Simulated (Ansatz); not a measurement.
Ansatz (a quantum-chemistry and plane-wave program) input:

Ansatz 0.2 input:
```yaml
crystal:
  lattice:
    - [0.0, 4.7712605732, 4.7712605732]
    - [4.7712605732, 0.0, 4.7712605732]
    - [4.7712605732, 4.7712605732, 0.0]
  atoms:
    - { symbol: W, position: [0.0, 0.0, 0.0] }
    - { symbol: Rb, position: [0.25, 0.25, 0.25] }
    - { symbol: Rb, position: [0.75, 0.75, 0.75] }
    - { symbol: Cl, position: [0.2454746876, 0.7545253124, 0.7545253124] }
    - { symbol: Cl, position: [0.7545253124, 0.2454746876, 0.7545253124] }
    - { symbol: Cl, position: [0.7545253124, 0.2454746876, 0.2454746876] }
    - { symbol: Cl, position: [0.2454746876, 0.7545253124, 0.2454746876] }
    - { symbol: Cl, position: [0.7545253124, 0.7545253124, 0.2454746876] }
    - { symbol: Cl, position: [0.2454746876, 0.2454746876, 0.7545253124] }
kpoints:
  mp_grid: { grid: [8, 8, 8] }
hamiltonian:
  xc: lda
  pseudopotentials: { kind: paw }
scf:
  occupations: { method: fermi_dirac, width: 0.1 }
phonons:
  method: dfpt
  response_accuracy: low
  eigenvectors: true
  rigid_motions: translations
```

Output (shortened):

```
Pseudopotential: W, paw, valence charge 14
Pseudopotential: Rb, paw, valence charge 9
Pseudopotential: Cl, paw, valence charge 7
Functional definition: SPW92
Crystal: 9 atoms, lattice volume = 217.235 Å³
Basis set: ecut = 420 eV, 4279 PW (Γ), exchange–correlation on 96×96×96 points (8 copies of the dense FFT grid, shifted against one another)
Bands: 46, of which v1, the nominal top of the filled ones, is band 37 counted from 1 (36 counted from 0)
Symmetry: 48 space group operations
k-points: 150 of 512 (irreducible under 2 space group operations, time reversal used)
SCF iter   1: F=—  HF=-22748.297194 eV  |F-HF|=—  |Δ(HF+E_count)|=         —  Δρ=6.99e-3  dr2=1.24e-1  ethr=1.77e-3  ⟨swp⟩=9.1  Hψ=33997  notcnv=0  defer=91
preconditioner: auto → LDOS
SCF iter   2: F=—  HF=-22748.270426 eV  |F-HF|=—  |Δ(HF+E_count)|=   2.68e-2  Δρ=2.57e-3  dr2=2.34e-2  ethr=1.68e-4  ⟨swp⟩=2.0  Hψ=10786  notcnv=0  defer=134
SCF iter   3: F=—  HF=-22748.269106 eV  |F-HF|=—  |Δ(HF+E_count)|=   1.32e-3  Δρ=1.83e-3  dr2=1.28e-2  ethr=3.17e-5  ⟨swp⟩=2.0  Hψ=9682  notcnv=0  defer=134
SCF iter   4: F=—  HF=-22748.267276 eV  |F-HF|=—  |Δ(HF+E_count)|=   1.83e-3  Δρ=1.08e-3  dr2=7.23e-3  ethr=1.72e-5  ⟨swp⟩=2.0  Hψ=9470  notcnv=0  defer=134
SCF iter   5: F=—  HF=-22748.266130 eV  |F-HF|=—  |Δ(HF+E_count)|=   1.15e-3  Δρ=4.53e-4  dr2=8.70e-4  ethr=9.77e-6  ⟨swp⟩=2.0  Hψ=9454  notcnv=0  defer=134
SCF iter   6: F=—  HF=-22748.265917 eV  |F-HF|=—  |Δ(HF+E_count)|=   2.13e-4  Δρ=8.55e-5  dr2=3.13e-5  ethr=1.18e-6  ⟨swp⟩=2.0  Hψ=9692  notcnv=0  defer=134
SCF iter   7: F=—  HF=-22748.265900 eV  |F-HF|=—  |Δ(HF+E_count)|=   1.71e-5  Δρ=7.16e-6  dr2=8.55e-8  ethr=4.23e-8  ⟨swp⟩=2.1  Hψ=11291  notcnv=0  defer=134
SCF iter   8: F=—  HF=-22748.265726 eV  |F-HF|=—  |Δ(HF+E_count)|=   1.74e-4  Δρ=1.66e-6  dr2=5.34e-9  ethr=1.16e-10  ⟨swp⟩=2.1  Hψ=12220  notcnv=0  defer=134
SCF iter  10: F=-22748.265726 eV  HF=-22748.265726 eV  |F-HF|=7.28e-12  |Δ(HF+E_count)|=  2.55e-11  Δρ=5.83e-8  dr2=3.90e-12  ethr=1.00e-12  ⟨swp⟩=14.0  Hψ=42168  notcnv=0
SCF 1 converged in 10 iterations: F = -22748.265726 eV  dr2 = 3.90e-12
DFPT response loops at Γ: preconditioner auto → Kerker (q_TF=auto, 2.280 Å⁻¹) (partly filled bands, converged f_vac=0.009) …
SCF converged after 10 iterations
Free energy (F): -22748.265726 eV
Harris-Foulkes:  -22748.265726 eV  (|F-HF|=7.28e-12)
Internal energy: -22748.013441 eV  (E = F + TS)
E sigma→0 (E₀):  -22748.139583 eV
Entropy (-TS):   -0.252285 eV (-28.032 meV/atom)
Fermi energy:    6.560522 eV
--- Per-component energies (eV) ---
  E_band       = -489.601583
  E_kinetic    = 1807.050926
  E_local      = -3967.556935  (includes V_loc(G=0)·N_el)
  E_nonlocal   = 543.134575
  E_hartree    = 1283.945896
  E_xc         = -1159.215011
  E_vxc        = -1241.132003  (∫ρ·V_xc dr)
  E_paw        = -17108.157839  (= ΣΔE_a)
  E_vpaw       = -198.990419  (= ΣTr[D̂ρ^β])
  E_aug_tail   = 0.000525  (compensation charges beyond the density's cutoff)
  E_ewald      = -4149.184199
  E_core_change = 1.968622  (= ΣΔE_core)
  E_smearing   = -0.252285  (= −TS)
  E_closure    =  0.000000  (closes the sum)
  Σ components = -22748.265726   (vs F -22748.265726, Δ=0.00e0)
  [band-id]    e_kinetic+e_local+e_nonlocal+2·e_hartree+e_vxc+e_vpaw+e_augmentation_tail = -489.601540   (vs E_band -489.601583, Δ=4.33e-5)
--- Band table (eV; the first three rows and the last of 150) ---
  k-point 0: bands = ["-68.6988", "-32.9531", "-32.9531", "-32.9531", "-20.0058", "-19.9908", "-10.1835", "-9.1989", "-9.1989", "-9.1965", "-9.1965", "-9.1965", "-4.3455", "-4.3455", "-4.3455", "-4.1955", "-4.1955", "-4.1955", "-0.6647", "1.0255", "1.0255", …
  k-point 1: bands = ["-68.6988", "-32.9531", "-32.9531", "-32.9531", "-20.0051", "-19.9913", "-10.1646", "-9.2424", "-9.2424", "-9.2353", "-9.1551", "-9.1551", "-4.3321", "-4.3321", "-4.3106", "-4.1930", "-4.1930", "-4.1776", "-0.5859", "0.9868", "0.9895", …
  k-point 2: bands = ["-68.6988", "-32.9531", "-32.9531", "-32.9531", "-20.0032", "-19.9927", "-10.1122", "-9.3349", "-9.2817", "-9.2817", "-9.1207", "-9.1207", "-4.2969", "-4.2969", "-4.2252", "-4.1891", "-4.1891", "-4.1342", "-0.3788", "0.8280", "0.8280", …
  k-point 149: bands = ["-68.6988", "-32.9531", "-32.9531", "-32.9531", "-19.9998", "-19.9950", "-9.9890", "-9.4936", "-9.2467", "-9.2467", "-9.2257", "-9.1838", "-4.1721", "-4.1721", "-4.1537", "-4.1537", "-4.1110", "-4.0716", "-0.0998", "0.5346", "0.6470", …
--- Phonons (Γ-DFPT): 4 representative perturbations + reference, on 150 of 512 k-points (Σ response iterations 13) ---
  ASR residual: 2.750e-4 → 0.000e0 eV/Å²; symmetrization residual: 4.488e-5 eV/Å²
  ASR residual per site (eV/Å²): 2.72e-5 7.41e-6 7.41e-6 2.75e-4 2.75e-4 2.75e-4 2.75e-4 2.75e-4 2.75e-4
  Γ frequencies (cm⁻¹): 0.00 0.00 0.00 62.07 62.07 62.07 66.21 66.21 66.21 73.82 73.82 73.82 129.47 129.47 129.47 169.91 169.91 169.91 177.41 177.41 177.41 298.60 298.60 322.70 322.70 322.70 363.77
  non-analytic LO–TO correction: not included (Born effective charges unavailable; polar crystals: no LO–TO splitting at Γ)
```

Cost: very roughly 10 core-minutes on shared cores.

Space group Fm-3m. The workflow started from an entry of the Crystallography Open Database (COD, 293 K). Its standing as an ambient phase is unchecked. Symmetry was held in the LDA relaxation; of distortions, only those at the zone centre were tested. No spin polarisation was allowed. As this level gives no gap, phonon frequencies hold no LO–TO term and depend on the k-mesh and smearing (Fermi–Dirac, 0.1 eV here). Spin–orbit coupling is left out wherever it is not named.

Potentials: the later of the program's two PAW sets.

Ansatz is a plane-wave DFT program.
